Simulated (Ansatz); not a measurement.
Si2W:
Space group I4/mmm (No. 139); a = 3.185 Å, b = 3.185 Å, c = 7.772 Å, α = 90.00°, β = 90.00°, γ = 90.00°

```csv
atom,site,symmetry,x,y,z
W,2a,4/mmm,0.0000,0.0000,0.0000
Si,4e,4mm,0.0000,0.0000,0.3347
```
(The calculation used a cell of 3 atoms; values per cell refer to that cell.)

Relaxed at zero pressure with plane-wave PAW LDA (Ansatz code).

### Question
The volume is lowered by 3 % and shape and atoms relax at that volume. What pressure results, and how do the axes share the change?

### Answer
7.8 GPa; a -1.1 %, b -1.1 %, c -0.9 %; the energy rises by 9 meV/atom.

### Question
Give the new structure.

### Answer

Space group I4/mmm (No. 139); a = b = 3.1510 Å, c = 7.7040 Å, α = β = γ = 90.00°

```
atom  site  symmetry       x       y       z
----  ----  --------  ------  ------  ------
W       2a     4/mmm  0.0000  0.0000  0.0000
Si      4e       4mm  0.0000  0.0000  0.3342
```

The phase is kept; no other phase was compared at this pressure.

The cell was relaxed with LDA under the symmetry of its start; of distortions, only those at the zone centre were tested. The run is not spin-polarised. Spin–orbit coupling is left out wherever it is not named.

Potentials: the later of the program's two PAW sets.
